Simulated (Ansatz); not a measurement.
Vibrations of SnO (P4/nmm) by finite displacements

```
Sn O
1.0
     3.76548    0.00000    0.00000
     0.00000    3.76548    0.00000
     0.00000    0.00000    4.65203
Sn O
2 2
Direct
  0.50000 0.00000 0.24625
  0.00000 0.50000 0.75375
  0.00000 0.00000 0.00000
  0.50000 0.50000 0.00000
```

Level of theory, where no other is named: LDA, all-electron LAPW in Ansatz 0.2.0, scalar-relativistic. k mesh 8×8×6, Fermi-Dirac smearing of 0.100 eV, basis error target 0.5 meV/atom. The cell was relaxed by PAW under this functional, which moved its volume by -6 % from the database entry's.

Atoms are displaced by 0.01 Å in the primitive cell, which gives the zone-centre modes alone. Negative values stand for unstable modes.

(1) Is the structure dynamically stable at these wave vectors?

(2) How do the optical zone-centre modes decompose, and which are active?

(3) How well do frozen-core PAW files reproduce these all-electron values?

## Answers

(1) Yes, no mode is unstable there; wave vectors off this mesh aren't tested.

(2) Point group 4/mmm: Γ_opt = 2Eg + A1g + Eu + B1g + A2u.

```csv
label,cm⁻¹,activity,mostly
Eg,118.7,Raman,Sn (100 %)
A1g,212.3,Raman,Sn (100 %)
Eu,279.5,IR,O (88 %)
B1g,358.9,Raman,O (100 %)
A2u,370.7,IR,O (88 %)
Eg,473.5,Raman,O (100 %)
```

In a metal the activity is that of symmetry alone; free carriers screen the infrared modes.

(3) With a cutoff of 420 eV and displacements of 0.0025 Å, the r.m.s. difference over the modes is 0.9 cm⁻¹; the largest difference is 277.8 (PAW) against 279.5 cm⁻¹ (LAPW).

Keep in mind: responses of metals move with mesh and smearing; no dispersion correction, so the spacing and stiffness between layers or molecules are poor; zone-boundary modes aren't tested; the frozen-core PAW files of the compared runs were fitted under PBE, their cores solved anew for this functional.
